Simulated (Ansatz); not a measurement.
KYTe2:
```
CELL_PARAMETERS angstrom
      2.24627     1.29688     8.17051
     -2.24627     1.29688     8.17051
      0.00000    -2.59377     8.17051
ATOMIC_POSITIONS crystal
  K  0.50000 0.50000 0.50000
  Y  0.00000 0.00000 0.00000
  Te 0.26338 0.26338 0.26338
  Te 0.73662 0.73662 0.73662
```

Relaxed with r²SCAN.

### Question
Map the electron localisation function on the plane through (0.500, 0.500, 0.500) spanned by u = [1, 0, 0] and v = [-1, 1, 1] in lattice vectors, from plane-wave PAW r²SCAN (Ansatz code).

### Answer
x is the fraction of u, y of v (the angle between them is 50°; rows are the nearest grid lines); atoms in the plane: K at (0.00, 0.00), Y at (0.00, 0.50), Te at (0.53, 0.76), Te at (0.47, 0.24).
```
|5799961000234555542112455554320001699975|
|9999997100257778887742111111000000037999|
|9999998300267877777875310000000000002799|
|3689987400158876555567775310000000000003|
|0000122100037886531024567753100000000000|
|0000000000015898652000035677520000000000|
|0000000000014789864100014578641000000000|
|0000000000001478997621013567863100000000|
|0000000000000014688976555567874111222100|
|6200000000000000024788888788874226899986|
|9840000000000000001378888888874126999999|
|6899500001122210000002456666654102799856|
|6589972014566666542000000122211000059986|
|9999996214788888888731000000000000000489|
|6899986224788878888874200000000000000026|
|0012221114787655556798864100000000000000|
|0000000013687653101267998741000000000000|
|0000000001468754100014689874100000000000|
|0000000000257765300002568985100000000000|
|0000000000013577654201356887300012210000|
|3000000000000135777655556788510047899863|
|9972000000000000135787777787620038999999|
|9997300000001111112477888777520017999999|
|5799961000234555542112455554320001699975|
```
Scale: ten equal steps from 0.005 (start of '0') to 0.879 (end of '9'), in the order '0123456789'; x runs from 0.000 to 1.00, y from 0.000 (bottom) to 1.00 (top).

The density is the valence pseudo-density with augmentation charge, so density and ELF within about 1 Å of a nucleus are not all-electron values.

Space group R-3m. The first step of the workflow began from a Materials Project structure, measured or hypothetical; the Crystallography Open Database copy checked does not list it. Its standing as an ambient phase is unchecked. The cell was relaxed with r²SCAN under the symmetry of its start; its stability against distortions is not shown here. No spin polarisation was allowed. Spin–orbit coupling is left out wherever it is not named.

Potentials: the later of the program's two PAW sets.
